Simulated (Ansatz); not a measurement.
Input:

ScAl$_{3}$ (Cu3Au type)

```
ScAl3
1.0
    4.10550     0.00000     0.00000
    0.00000     4.10550     0.00000
    0.00000     0.00000     4.10550
Al Sc
3 1
Direct
  0.00000   0.50000   0.50000
  0.50000   0.50000   0.00000
  0.50000   0.00000   0.50000
  0.00000   0.00000   0.00000
```

E(V) scan at fixed shape, V₀ the volume above. Symmetry pins the atoms to their sites.

Computed with PBE (plane waves to 420 eV, PAW, scalar-relativistic; Ansatz, a quantum-chemistry and plane-wave program). k mesh 11×11×11 (Γ-centred), Fermi-Dirac smearing 0.05 eV. Energies are smeared free energies. Compression counts positive. ScAl3 is run without spin polarisation. ScAl3 was relaxed with its symmetry unable to fall. ΔE is measured from the relaxed starting cell.

The scan covers V/V₀ from 0.940 to 1.060 in 13 points.

What is the fitted pressure derivative B₀′?

4.2.

What bulk modulus B₀ follows from a third-order Birch-Murnaghan fit?

86.6 GPa.

(Under strain, the slope of the energy per volume gives the stress and its curvature an elastic modulus.)
